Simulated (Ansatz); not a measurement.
Consider a crystal of YAlC4N4 in space group P-43m (No. 215), with Y on 1b; Al on 1a; C on 4e; N on 4e. The cell of YAlC4N4 is invented: two interpenetrating cyanide-bridged diamond nets.

Theory: DFT PBE, scalar-relativistic, plane waves, PAW in Ansatz 0.2.0. Cutoff 420 eV, Γ-centred mesh, Gaussian smearing, no spin polarisation.

Energies over the elements count from the elements' standard structures at the same level (N₂ as a molecule), with no fitted energy shifts.

Question: Give the relaxed lattice parameters and positions.

Answer:

Space group P-43m (No. 215). a = 6.241 Å, b = 6.241 Å, c = 6.241 Å, α = 90.00°, β = 90.00°, γ = 90.00°
```json
{"atom": "Y", "site": "1b", "symmetry": "-43m", "x": "0.5000", "y": "0.5000", "z": "0.5000"}
{"atom": "Al", "site": "1a", "symmetry": "-43m", "x": "0.0000", "y": "0.0000", "z": "0.0000"}
{"atom": "C", "site": "4e", "symmetry": ".3m", "x": "0.1815", "y": "0.1815", "z": "0.1815"}
{"atom": "N", "site": "4e", "symmetry": ".3m", "x": "0.2910", "y": "0.2910", "z": "0.2910"}
```

Around Y lie 4 N at 2.26 Å; Al has 4 C at 1.96 Å; C has 1 N at 1.18 Å and 1 Al at 1.96 Å; around N lie 1 C at 1.18 Å and 1 Y at 2.26 Å. Another local minimum with the same sites may exist.

Question: Where does its energy lie, and is it a metal?

Answer: The formation energy is +0.09 eV/atom. The gap on the 6×6×6 mesh of the 10-atom cell is 0 eV (a metal). It can't be a ground state, since the elements alone are lower.

The last run used Gaussian smearing of 0.10 eV. The cell is a metal run without spin, though a test with spin on the coarse mesh kept 1.7 μB a cell, so a magnetic state probably lies lower. The reference form of C is held partly by dispersion forces, which this level lacks. A structure relaxed within its symmetry needn't be a true minimum.
